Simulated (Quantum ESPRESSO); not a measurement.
**Moving spin-orbit coupling in HPbNO4**

```yaml
crystal:
  lattice:
    - [4.19923, 0.11117, 0.16817]
    - [1.91600, 3.89132, 0.12568]
    - [1.76085, 1.25259, 6.37266]
  atoms:
    - { symbol: H, position: [0.89145, 0.68202, 0.62796] }
    - { symbol: Pb, position: [0.14426, 0.92872, 0.88352] }
    - { symbol: N, position: [0.25670, 0.28861, 0.30171] }
    - { symbol: O, position: [0.83108, 0.65056, 0.78405] }
    - { symbol: O, position: [0.38694, 0.22380, 0.11295] }
    - { symbol: O, position: [0.31104, 0.03576, 0.45856] }
    - { symbol: O, position: [0.07726, 0.60633, 0.32275] }
```

The cell comes from a database or a generator and needn't be the stable form of this composition.

Kept alike: task band structure; functional PBE; k mesh 4 × 4 × 3; occupations fermi-dirac, width 0.05 eV. Program: Quantum ESPRESSO, potentials by row: PseudoDojo 0.4.1 SR PBE standard (off); PseudoDojo 0.4 FR PBE standard (on), cutoff 1143 eV. The mesh is that of the run's cell of 7 atoms.

| spin-orbit coupling | band gap (eV) |
| --- | --- |
| off | 2.948 |
| on | 2.783 |

Gaps are the smaller of the mesh's and the band path's.

Task: What does spin-orbit coupling change here?

Result: The band gap runs from 2.783 (on) to 2.948 eV (off). Spin-orbit coupling splits p and d bands at the edges, and the more so the heavier the atoms.
